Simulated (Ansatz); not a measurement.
CrB2 (MoSi2 or CaC2 type, I4/mmm), DFT-PBEsol in the program Ansatz with PAW potentials, all energies at zero smearing, with the estimated change up to a 700 eV cutoff added, with one set of potentials and settings (totals compare only within such a set). Cell of 3 atoms (1 Cr, 2 B): -3653.707 eV.

```
element             reference phase  E (eV/atom)
-------  --------------------------  -----------
Cr       Im-3m, 1 atoms in the cell   -3349.2032
B        R-3m, 12 atoms in the cell    -152.6704
```

Formation energy per atom, worked out: (-3653.707 − 1×(-3349.2032) − 2×(-152.6704))/3 = 0.279 eV/atom (27 kJ per mol of atoms), at 0 K, without zero-point energy or fitted corrections.

A made-up cell: these elements were put on the sites of a structure type; neither database checked (COD, Materials Project) lists it. COD files the formula under space group No. 191. Whether it is the stable phase at ambient conditions was not checked. The cell was relaxed with PBEsol under the symmetry of its start; its stability against distortions is not shown here. The workflow began spin-polarised and lost its moments. The references are the lowest solids computed at this level, not always the standard phases.

Potentials: the earlier of the program's two PAW sets. The files were generated under PBE; for other functionals the program regenerates the frozen cores, and for LDA and PBEsol the local potential too.
